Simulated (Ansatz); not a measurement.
Relaxed-ion elastic tensor of LiBr (rock salt, space group No. 225) in GPa (Voigt order), DFT-PBEsol in the program Ansatz with PAW potentials; density 3.64 g/cm³, 19.80 Å³ per atom.

```
52.5  17.0  17.0   0.0   0.0   0.0
17.0  52.5  17.0   0.0   0.0   0.0
17.0  17.0  52.5   0.0   0.0   0.0
 0.0   0.0   0.0  19.8   0.0   0.0
 0.0   0.0   0.0   0.0  19.8   0.0
 0.0   0.0   0.0   0.0   0.0  19.8
```

### Question
Is the crystal mechanically stable?

### Answer
Yes: the smallest eigenvalue of C is 19.8 GPa.

### Question
Work out the Voigt, Reuss and Hill averages.

### Answer
K_V = 28.8, K_R = 28.8, K_H = 28.8; G_V = 19.0, G_R = 18.9, G_H = 19.0 GPa.

### Question
Give Young's modulus, Poisson's ratio, Pugh's ratio and the universal anisotropy index.

### Answer
E = 9KG/(3K + G) = 46.6 GPa; ν = 0.23; K/G = 1.52 (brittle by the Pugh limit of 1.75); A_U = 5G_V/G_R + K_V/K_R − 6 = 0.02.

### Question
Estimate the sound speeds and the Debye temperature.

### Answer
v_l = √((K + 4G/3)/ρ) = 3850 m/s, v_t = √(G/ρ) = 2280 m/s, mean 2530 m/s; Θ = (h/k)(3n/4πV)^(1/3) v_m = 278 K.

### Question
Give the Zener ratio and Young's modulus along [100], [110] and [111].

### Answer
A = 2C44/(C11 − C12) = 1.12; 1/E = S11 − 2(S11 − S12 − S44/2)Γ with Γ = 0, 1/4, 1/3 gives 44.1, 47.2, 48.4 GPa.

### Question
Solve the Christoffel equation for the three sound speeds along [100], [110], [111].

### Answer
Eigenvalues of C_ijkl n_j n_l equal ρv². In km/s, slowest first: [100] 2.33, 2.33, 3.80; [110] 2.21, 2.33, 3.87; [111] 2.25, 2.25, 3.90.

Space group Fm-3m (rock salt). The PBEsol relaxation kept the symmetry of its start.

Potentials: the later of the program's two PAW sets.
